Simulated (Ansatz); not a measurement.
**AlOs: from a starting cell to a relaxed one**

The start is a relaxed AlOs cell, doubled along one cell vector, shaken by Gaussian noise of σ = 0.08 Å a coordinate. The cell and all atomic positions are relaxed at zero pressure with PBEsol (plane waves to 420 eV, PAW, scalar-relativistic; Ansatz, a quantum-chemistry and plane-wave program). The first steps use a coarse 9×5×7 k-mesh.

The start:
```
CELL_PARAMETERS angstrom
      4.07551     0.00000     0.00000
     -4.07551     7.05899     0.00000
      0.00000     0.00000     5.00753
ATOMIC_POSITIONS crystal
  Al 0.62586 0.16314 0.67901
  Al 0.64518 0.64615 0.67540
  Al 0.37292 0.35504 0.01314
  Al 0.31758 0.82405 0.01781
  Os 0.68305 0.17554 0.18918
  Os 0.65746 0.65806 0.19227
  Os 0.98701 0.99784 0.32758
  Os 0.98724 0.48968 0.29615
```

| Item | Result |
|---|---|
| Initial pressure | +6.4 GPa (positive: the cell is compressed) |
| Energy released | 0.51 eV/atom |
| Volume change | -11.5 %, from 18.01 to 15.94 Å³/atom |
| Shortest distances (start → end) | The closest pairs of elements (up to four, under 3.6 Å), start → end: Os–Os 2.28 → 2.48 Å; Al–Os 2.32 → 2.52 Å; Al–Al 2.66 → 2.79 Å |
| Band gap at the end | zero (metallic) |
| Optimiser moves | 38 |

The end point of the relaxation:

```cif
data_Al6Os6
_chemical_formula_sum 'Al6 Os6'
_space_group_name_H-M_alt 'R-3m :H'
_space_group_IT_number 166
_space_group_name_Hall '-R 3 2"'
_cell_length_a 4.20731
_cell_length_b 4.20731
_cell_length_c 12.47273
_cell_angle_alpha 90.000
_cell_angle_beta 90.000
_cell_angle_gamma 120.000
loop_
_atom_site_label
_atom_site_type_symbol
_atom_site_symmetry_multiplicity
_atom_site_Wyckoff_symbol
_atom_site_fract_x
_atom_site_fract_y
_atom_site_fract_z
_atom_site_occupancy
Al1 Al 6 c 0.00000 0.00000 0.38825 1
Os1 Os 6 c 0.00000 0.00000 0.18616 1
```
(The calculation used a cell of 4 atoms; values per cell refer to that cell.)

Final values are on a 13×13×11 k-mesh of the relaxed cell. No spin polarisation in the result.

The relaxed structure here is a generated cell of AlOs: the first start was made by a random draw of sites in a space group, and the end was not matched to a known phase here, so it may be hypothetical.
